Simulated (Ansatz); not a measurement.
Relaxed Al₂O₃ (corundum):

```
CELL_PARAMETERS angstrom
      2.40399     1.38794     4.37387
     -2.40399     1.38794     4.37387
      0.00000    -2.77589     4.37387
ATOMIC_POSITIONS crystal
  Al 0.35213 0.35213 0.35213
  Al 0.14787 0.14787 0.14787
  Al 0.64787 0.64787 0.64787
  Al 0.85213 0.85213 0.85213
  O  0.55616 0.94384 0.25000
  O  0.25000 0.55616 0.94384
  O  0.94384 0.25000 0.55616
  O  0.44384 0.05616 0.75000
  O  0.75000 0.44384 0.05616
  O  0.05616 0.75000 0.44384
```

A phonon eigenvector at Γ is frozen into this cell: atom i moves by Q times the vector below, so Q is the largest atomic displacement, in Å. The cell is held.

```csv
atom,x,y,z
Al1,0.000,0.000,0.718
Al2,0.000,0.000,0.718
Al3,0.000,0.000,0.718
Al4,0.000,0.000,0.718
O5,0.000,-0.590,-0.807
O6,0.511,0.295,-0.807
O7,-0.511,0.295,-0.807
O8,0.000,-0.590,-0.807
O9,0.511,0.295,-0.807
O10,-0.511,0.295,-0.807
```

Computed with PBE (plane waves to 420 eV, PAW, scalar-relativistic; Ansatz, a program for electronic structure). k mesh 8×8×8 (Γ-centred), Fermi-Dirac smearing 0.05 eV. Al2O3 was relaxed with its symmetry unable to fall. The PAW data are Ansatz's earlier set. 

```csv
Q (Å),−dE/dQ from forces (eV/Å)
-0.280,21.237
-0.233,17.921
-0.187,14.441
-0.140,10.872
-0.093,7.261
-0.047,3.634
0.000,0.000
0.047,-3.634
0.093,-7.261
0.140,-10.872
0.187,-14.441
0.233,-17.921
0.280,-21.237
```

Task: What harmonic wavenumber does the curvature at Q = 0 give?

Result: 374 cm⁻¹. E″ = 77.88 eV/Å², M = Σ mᵢ|uᵢ|² = 151.6 u, ν̃ = 521.5·√(|E″|/M).

(A displaced cell: forces are minus the slopes of the energy, force constants its curvatures, and phonons follow from these.)
